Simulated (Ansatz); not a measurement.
Input file for Ansatz (an electronic-structure program):

Ansatz 0.2 input:
```yaml
crystal:
  lattice:
    - [2.7096649336, 0.0, 0.0]
    - [-1.3548324668, 2.3466386682, 0.0]
    - [0.0, 0.0, 4.3318008592]
  atoms:
    - { symbol: Tc, position: [0.3333333333, 0.6666666667, 0.75] }
    - { symbol: Tc, position: [0.6666666667, 0.3333333333, 0.25] }
kpoints:
  mp_grid: { grid: [36, 36, 20] }
hamiltonian:
  xc: lda
  pseudopotentials: { kind: paw }
scf:
  occupations: { method: fermi_dirac, width: 0.1 }
elastic: { mode: relaxed_ion, stencil: two_point, amplitude: 0.005, f_tol: 0.0005 }
```

Output (shortened):

```
Pseudopotential: Tc, paw, valence charge 15
Functional definition: SPW92
Crystal: 2 atoms, lattice volume = 27.544 Å³
Basis set: ecut = 500 eV, 687 PW (Γ)
Bands: 19, of which v1, the nominal top of the filled ones, is band 15 counted from 1 (14 counted from 0)
Symmetry: 24 space group operations
Space group: P63/mmc (ITA 194), of the structure as read, at distance tolerance 3.0e-5 Å
k-points: 1397 of 25920
SCF 1 converged in 9 iterations: F = -10562.600857 eV  dr2 = 1.78e-16
Crystal: 2 atoms, lattice volume = 27.406 Å³
Symmetry: 8 space group operations
k-points: 3773 of 25920
SCF 2 converged in 9 iterations: F = -10562.599354 eV  dr2 = 1.57e-14
relax step   1: F+E_penalty+E_count = -10562.59935400 eV  Δ(F+E_penalty+E_count) = +0.000e0 eV  max|allowed force component| = 1.898e-2 eV/Å  Δτ_max = 0.0000 Å  (9 SCF iters, accepted)
Crystal: 2 atoms, lattice volume = 27.406 Å³
SCF 3 converged in 7 iterations: F = -10562.599401 eV  dr2 = 1.44e-15
relax step   2: F+E_penalty+E_count = -10562.59940056 eV  Δ(F+E_penalty+E_count) = -4.656e-5 eV  max|allowed force component| = 3.075e-4 eV/Å  Δτ_max = 0.0024 Å  (7 SCF iters, accepted)
Crystal: 2 atoms, lattice volume = 27.406 Å³
SCF 4 converged in 6 iterations: F = -10562.599401 eV  dr2 = 0.0
Crystal: 2 atoms, lattice volume = 27.682 Å³
SCF 5 converged in 9 iterations: F = -10562.599913 eV  dr2 = 1.36e-14
relax step   1: F+E_penalty+E_count = -10562.59991302 eV  Δ(F+E_penalty+E_count) = +0.000e0 eV  max|allowed force component| = 1.820e-2 eV/Å  Δτ_max = 0.0000 Å  (9 SCF iters, accepted)
Crystal: 2 atoms, lattice volume = 27.682 Å³
SCF 6 converged in 7 iterations: F = -10562.599957 eV  dr2 = 1.29e-15
relax step   2: F+E_penalty+E_count = -10562.59995736 eV  Δ(F+E_penalty+E_count) = -4.434e-5 eV  max|allowed force component| = 6.475e-4 eV/Å  Δτ_max = 0.0024 Å  (7 SCF iters, accepted)
Crystal: 2 atoms, lattice volume = 27.682 Å³
SCF 7 converged in 9 iterations: F = -10562.599957 eV  dr2 = 0.0
relax step   3: F+E_penalty+E_count = -10562.59995741 eV  Δ(F+E_penalty+E_count) = -5.616e-8 eV  max|allowed force component| = 2.582e-7 eV/Å  Δτ_max = 0.0001 Å  (9 SCF iters, accepted)
Crystal: 2 atoms, lattice volume = 27.682 Å³
SCF 8 converged in 6 iterations: F = -10562.599957 eV  dr2 = 0.0
Crystal: 2 atoms, lattice volume = 27.406 Å³
SCF 9 converged in 7 iterations: F = -10562.599554 eV  dr2 = 1.08e-14
Crystal: 2 atoms, lattice volume = 27.682 Å³
Basis set: ecut = 500 eV, 699 PW (Γ)
SCF 10 converged in 5 iterations: F = -10562.599565 eV  dr2 = 8.26e-14
Crystal: 2 atoms, lattice volume = 27.544 Å³
Basis set: ecut = 500 eV, 689 PW (Γ)
Symmetry: 4 space group operations
k-points: 6680 of 25920
SCF 11 converged in 10 iterations: F = -10562.600530 eV  dr2 = 5.62e-15
relax step   1: F+E_penalty+E_count = -10562.60053024 eV  Δ(F+E_penalty+E_count) = +0.000e0 eV  max|allowed force component| = 2.700e-4 eV/Å  Δτ_max = 0.0000 Å  (10 SCF iters, accepted)
Crystal: 2 atoms, lattice volume = 27.544 Å³
SCF 12 converged in 6 iterations: F = -10562.600530 eV  dr2 = 1.72e-19
Crystal: 2 atoms, lattice volume = 27.544 Å³
SCF 13 converged in 10 iterations: F = -10562.600530 eV  dr2 = 2.58e-15
relax step   1: F+E_penalty+E_count = -10562.60053024 eV  Δ(F+E_penalty+E_count) = +0.000e0 eV  max|allowed force component| = 2.700e-4 eV/Å  Δτ_max = 0.0000 Å  (10 SCF iters, accepted)
Crystal: 2 atoms, lattice volume = 27.544 Å³
SCF 14 converged in 6 iterations: F = -10562.600530 eV  dr2 = 1.36e-19
SCF converged after 9 iterations
Free energy (F): -10562.600857 eV
Harris-Foulkes:  -10562.600857 eV  (|F-HF|=3.64e-12)
Internal energy: -10562.537075 eV  (E = F + TS)
E sigma→0 (E₀):  -10562.568966 eV
Entropy (-TS):   -0.063781 eV (-31.891 meV/atom)
Fermi energy:    23.100477 eV
--- Per-component energies (eV) ---
  E_band       = -74.614463
  E_kinetic    = 1249.712867
  E_local      = -2311.904916  (includes V_loc(G=0)·N_el)
  E_nonlocal   = 586.176783
  E_hartree    = 620.231154
  E_xc         = -476.650108
  E_vxc        = -589.784024  (∫ρ·V_xc dr)
  E_paw        = -6327.583779  (= ΣΔE_a)
  E_vpaw       = -249.277493  (= ΣTr[D̂ρ^β])
  E_aug_tail   = 0.000011  (compensation charges beyond the density's cutoff)
  E_ewald      = -3903.542530
  E_core_change = 1.023442  (= ΣΔE_core)
  E_smearing   = -0.063781  (= −TS)
  E_closure    = 0.000000  (closes the sum)
  Σ components = -10562.600857   (vs F -10562.600857, Δ=0.00e0)
--- Forces (eV/Å), atoms counted from 1 ---
  atom   1  Tc     0.00000000     0.00000000     0.00000000
  atom   2  Tc     0.00000000     0.00000000     0.00000000
  max |Σ_I F_I| component: 4.63e-18 eV/Å
--- Stress (GPa, compression-positive) ---
        0.302816       0.000000       0.000000
        0.000000       0.302816       0.000000
        0.000000       0.000000      -0.011928
  P = ⅓ Tr σ = 0.1979 GPa (1.979 kbar)
--- Band table (eV; the first three rows and the last of 1397) ---
  k-point 0: bands = ["-43.5589", "-43.2707", "-16.3329", "-15.0682", "-15.0682", "-14.8533", "-14.8533", "-14.8005", "15.6095", "17.4081", "21.4346", "21.4346", "21.5510", "22.2097", "22.2097", "22.9290", "22.9290", "24.9509", "25.7832"]
  k-point 1: bands = ["-43.5572", "-43.2726", "-16.3241", "-15.0669", "-15.0669", "-14.8546", "-14.8546", "-14.8106", "15.6388", "17.4179", "21.4166", "21.4166", "21.5348", "22.1910", "22.1910", "22.9721", "22.9721", "24.8611", "25.7870"]
  k-point 2: bands = ["-43.5520", "-43.2780", "-16.2976", "-15.0630", "-15.0630", "-14.8586", "-14.8586", "-14.8406", "15.7258", "17.4468", "21.3698", "21.3698", "21.4875", "22.1369", "22.1369", "23.0935", "23.0935", "24.6058", "25.7958"]
  k-point 1396: bands = ["-43.2321", "-43.2321", "-16.0238", "-16.0238", "-15.6965", "-15.6965", "-15.0700", "-15.0700", "19.0464", "19.0464", "19.6595", "19.6595", "21.2742", "21.2742", "22.9837", "22.9837", "25.8548", "25.8548", "32.8616"]
--- Elastic constants: 3 strain directions × 2 members + reference (group order 24) ---
  dense FFT box of the reference and of every strained cell: 20×20×32
  strains applied: 11, 33, 23; error gains …
  C = ∂σ_k/∂η_j (tension-positive GPa; Voigt order 11 22 33 23 13 12):
       548.084    255.732    217.986      0.000      0.000      0.000
       255.732    548.084    217.986      0.000      0.000      0.000
       217.679    217.679    603.938      0.000      0.000      0.000
         0.000      0.000      0.000    151.872      0.000      0.000
         0.000      0.000      0.000      0.000    151.872      0.000
         0.000      0.000      0.000      0.000      0.000    146.176
  reference stress σ⁰ (GPa):     -0.303     -0.303      0.012      0.000      0.000      0.000
  moduli (Voigt/Reuss/Hill, GPa): K = 342.54/342.48/342.51   G = 157.23/155.70/156.46   E = 407.36   ν = 0.302
  mechanically stable: yes (min eigenvalue of sym C = 146.18 GPa)
  strain η (Voigt 11):  stress-route row diagonal C_11 = 548.08 GPa, energy-path curvature d²(F+E_count+ΔE)/dδ²/Ω₀ = 548.05 GPa
         δ    σ_11 (GPa)             F (eV)   n_scf  n_hpsi   n_pw
    -5.000e-3      -3.1058      -10562.5994006       6  852616    718   relax 2 steps, max|allowed force component| 3.07e-4 eV/Å
     5.000e-3       2.3751      -10562.5999574       6  852836    732   relax 3 steps, max|allowed force component| 2.58e-7 eV/Å
  strain η (Voigt 33):  stress-route row diagonal C_33 = 603.94 GPa, energy-path curvature d²(F+E_count+ΔE)/dδ²/Ω₀ = 603.91 GPa
         δ    σ_33 (GPa)             F (eV)   n_scf  n_hpsi   n_pw
    -5.000e-3      -3.0604      -10562.5995536       7  472458    720   relax 0 steps, max|allowed force component| 9.54e-18 eV/Å
     5.000e-3       2.9790      -10562.5995651       5  390839    732   relax 0 steps, max|allowed force component| 1.73e-17 eV/Å
  strain η (Voigt 23):  stress-route row diagonal C_44 = 151.87 GPa, energy-path curvature d²(F+E_count+ΔE)/dδ²/Ω₀ = 151.96 GPa
         δ    σ_23 (GPa)             F (eV)   n_scf  n_hpsi   n_pw
    -5.000e-3      -0.7594      -10562.6005302       6  1547830    726   relax 1 steps, max|allowed force component| 2.70e-4 eV/Å
     5.000e-3       0.7594      -10562.6005302       6  1523102    726   relax 1 steps, max|allowed force component| 2.70e-4 eV/Å
```

Cost: around 28 core-minutes (rough) on shared cores.

Space group P6_3/mmc (hcp (Mg type)). The LDA relaxation kept the symmetry of its start. The run is not spin-polarised. As this level gives no gap, shear constants depend on the k-mesh and smearing (Fermi–Dirac, 0.1 eV here). Axis ratios of metals converge slowly with the k-mesh, so a and c are less sure than the volume. On the denser mesh and wider smearing of the elastic run this cell carries a stress of 0.3 GPa. Spin–orbit coupling is left out wherever it is not named.

Potentials: the later of the program's two PAW sets.

Ansatz is a plane-wave DFT program.
